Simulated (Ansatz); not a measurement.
NbRh:
```
NbRh
1.0
    4.57662     0.00000     0.00000
    0.00000     2.81151     0.00000
    0.00000     0.00000     4.88959
Nb Rh
2 2
Direct
  0.25000   0.00000   0.19956
  0.75000   0.00000   0.80044
  0.25000   0.50000   0.68890
  0.75000   0.50000   0.31110
```

Relaxed with r²SCAN.

Task: Which orbitals make up the states near the Fermi level in r²SCAN (plane waves, PAW; program Ansatz)?

Result: Within 0.5 eV of the Fermi level: Nb 4d 64 %, Rh 4d 25 %. Projections are on Löwdin-orthogonalised atomic valence shells; empty p or d shells of many metals are not among them.

Task: Tabulate the density of states.

Result: States/eV per cell of 4 atoms, in 0.25 eV bins, energy from the Fermi level.

| E (eV) | total | Rh 4d | Nb 4d | Nb 5s |
|---|---|---|---|---|
| -7.60 | 0.00 | 0.00 | 0.00 | 0.00 |
| -7.35 | 0.07 | 0.00 | 0.00 | 0.04 |
| -7.10 | 0.15 | 0.00 | 0.00 | 0.08 |
| -6.85 | 0.21 | 0.00 | 0.00 | 0.11 |
| -6.60 | 0.27 | 0.00 | 0.00 | 0.14 |
| -6.35 | 0.33 | 0.01 | 0.01 | 0.16 |
| -6.10 | 0.40 | 0.01 | 0.01 | 0.19 |
| -5.85 | 0.51 | 0.03 | 0.03 | 0.23 |
| -5.60 | 0.88 | 0.17 | 0.17 | 0.25 |
| -5.35 | 2.90 | 1.17 | 0.86 | 0.38 |
| -5.10 | 5.26 | 2.53 | 1.55 | 0.52 |
| -4.85 | 6.06 | 3.29 | 1.76 | 0.42 |
| -4.60 | 6.81 | 4.04 | 1.96 | 0.36 |
| -4.35 | 5.49 | 3.36 | 1.51 | 0.34 |
| -4.10 | 5.70 | 3.74 | 1.51 | 0.21 |
| -3.85 | 6.83 | 4.75 | 1.57 | 0.24 |
| -3.60 | 5.62 | 4.00 | 1.26 | 0.13 |
| -3.35 | 5.03 | 3.58 | 1.14 | 0.09 |
| -3.10 | 5.94 | 4.29 | 1.28 | 0.11 |
| -2.85 | 4.38 | 3.26 | 0.85 | 0.09 |
| -2.60 | 5.09 | 3.75 | 0.99 | 0.09 |
| -2.35 | 5.99 | 4.30 | 1.28 | 0.11 |
| -2.10 | 6.30 | 4.61 | 1.21 | 0.14 |
| -1.85 | 5.47 | 3.75 | 1.27 | 0.15 |
| -1.60 | 4.73 | 2.96 | 1.35 | 0.16 |
| -1.35 | 3.76 | 2.05 | 1.34 | 0.14 |
| -1.10 | 3.39 | 1.54 | 1.49 | 0.13 |
| -0.85 | 3.70 | 1.31 | 1.94 | 0.16 |
| -0.60 | 3.62 | 1.12 | 2.07 | 0.17 |
| -0.35 | 3.81 | 1.04 | 2.36 | 0.16 |
| -0.10 | 3.77 | 0.89 | 2.48 | 0.15 |
| 0.15 | 3.78 | 0.91 | 2.47 | 0.13 |
| 0.40 | 3.51 | 0.88 | 2.24 | 0.10 |
| 0.65 | 3.01 | 0.85 | 1.84 | 0.08 |
| 0.90 | 2.63 | 0.82 | 1.57 | 0.06 |
| 1.15 | 3.22 | 1.01 | 2.00 | 0.06 |
| 1.40 | 3.60 | 1.19 | 2.18 | 0.06 |
| 1.65 | 4.29 | 1.31 | 2.67 | 0.07 |
| 1.90 | 3.33 | 0.84 | 2.24 | 0.06 |
| 2.15 | 3.31 | 0.66 | 2.35 | 0.07 |
| 2.40 | 2.54 | 0.43 | 1.80 | 0.07 |
| 2.65 | 3.17 | 0.46 | 2.38 | 0.08 |
| 2.90 | 4.15 | 0.65 | 3.02 | 0.11 |

Space group Pmma. The workflow started from an entry of the Crystallography Open Database (COD), which files this formula under 2 space groups. Its standing as an ambient phase is unchecked. The cell was relaxed with r²SCAN under the symmetry of its start; whether a distortion lowers the energy is not shown. The run is not spin-polarised. Scalar-relativistic: spin–orbit coupling is off unless named, which matters more the heavier the elements.

Potentials: the later of the program's two PAW sets.
